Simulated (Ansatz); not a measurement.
Input:

HfS$_{2}$:
```cif
data_Hf2S4
_chemical_formula_sum 'Hf2 S4'
_space_group_name_H-M_alt 'Pnnm'
_space_group_IT_number 58
_space_group_name_Hall '-P 2 2n'
_cell_length_a 5.82032
_cell_length_b 6.26250
_cell_length_c 3.69377
_cell_angle_alpha 90.000
_cell_angle_beta 90.000
_cell_angle_gamma 90.000
loop_
_atom_site_label
_atom_site_type_symbol
_atom_site_symmetry_multiplicity
_atom_site_Wyckoff_symbol
_atom_site_fract_x
_atom_site_fract_y
_atom_site_fract_z
_atom_site_occupancy
Hf1 Hf 2 a 0.00000 0.00000 0.00000 1
S1 S 4 g 0.26539 0.33417 0.00000 1
```

This is the PBE-relaxed structure.

Task: All from plane-wave PAW PBE (Ansatz code), unless another level is named. Predict the band gap.

Result: 0.58 eV (direct).

Task: What about the formation energy from the elements (no fitted shifts)?

Result: -1.46 eV/atom.

Task: Predict the electron effective mass.

Result: 0.23, 0.25, 0.32 mₑ (principal values).

Task: Predict the weight of the valence-edge state by species (Voronoi cells).

Result: S 95 %, Hf 5 %.

Task: And the valence-band maximum?

Result: at Γ.

A made-up cell: these elements were put on the sites of a structure type; neither database checked (COD, Materials Project) lists it. Whether it is the stable phase at ambient conditions was not checked. The cell was relaxed with PBE under the symmetry of its start; its stability against distortions is not shown here. No spin polarisation was allowed. The references are the lowest solids computed at this level, not always the standard phases. Spin–orbit coupling is left out wherever it is not named.

Potentials: the later of the program's two PAW sets.
